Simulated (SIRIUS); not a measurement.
Consider a self-consistent single point of Mo2N (R-3m, 3 atoms in the cell; from Materials Project mp-1221525, changed as shown).

```
Mo2N
1.0
    1.41196     0.81520     4.90205
   -1.41196     0.81520     4.90205
    0.00000    -1.63040     4.90205
Mo N
2 1
Direct
  0.24289   0.24289   0.24289
  0.75711   0.75711   0.75711
  0.00000   0.00000   0.00000
```

All values come from this method and carry its errors: PBEsol, GBRV PBEsol ultrasoft pseudopotentials (plane waves; SIRIUS).

SIRIUS settings:

```
setting                                                                  value
--------------------------------------  --------------------------------------
parameters.ngridk                                                     12 12 12
parameters.xc_functionals                 [XC_GGA_X_PBE_SOL, XC_GGA_C_PBE_SOL]
parameters.gk_cutoff                                              6.325 1/bohr
parameters.pw_cutoff                                             14.143 1/bohr
parameters.smearing                                                fermi_dirac
parameters.smearing_width                                        0.00183747 Ha
potentials                              GBRV PBEsol ultrasoft pseudopotentials
parameters.electronic_structure_method                         pseudopotential
parameters.num_bands                                                        21
parameters.num_mag_dims                                                      0
parameters.num_dft_iter                                                    100
parameters.energy_tol                                                 1e-07 Ha
parameters.density_tol                                                   1e-06
mixer.type                                                            broyden2
mixer.beta                                                                 0.3
mixer.use_hartree                                                        false
```

Results:

```
Quantity                                                 Result
------------------------------------------------  -------------
Number of valence electrons                                  33
Number of bands                                              21
Number of k-points after the program's reduction            189
Number of plane waves (most at a k-point)                  1003
Number of SCF iterations                                     21
FFT grid                                           48 × 48 × 48
Free energy E − TS                                -4066.0850 eV
Fermi level (on the code's own zero)                   22.37 eV
Pressure                                              13.69 GPa
Largest force (vector length)                        0.005 eV/Å
```

Forces (eV/Å):
```tsv
atom	Fx	Fy	Fz
Mo1	0.000	0.000	-0.005
Mo2	0.000	0.000	0.005
N3	0.000	0.000	0.000
```

Stress (GPa, positive for compression):
```
14.74   0.00   0.00
 0.00  14.74   0.00
 0.00   0.00  11.59
```

For comparison: a first run was changed to give this one (lattice scaled by 0.98), and from it to this one the free energy goes up by 12.1 meV/atom, the pressure goes from -7.55 to 13.69 GPa and the largest force goes from 0.304 to 0.005 eV/Å.

The structure comes from a collection of computed structures, made at another level of theory; the collection holds predicted forms beside known ones.

Cost on one core: about 3 core-minutes (a rough figure).
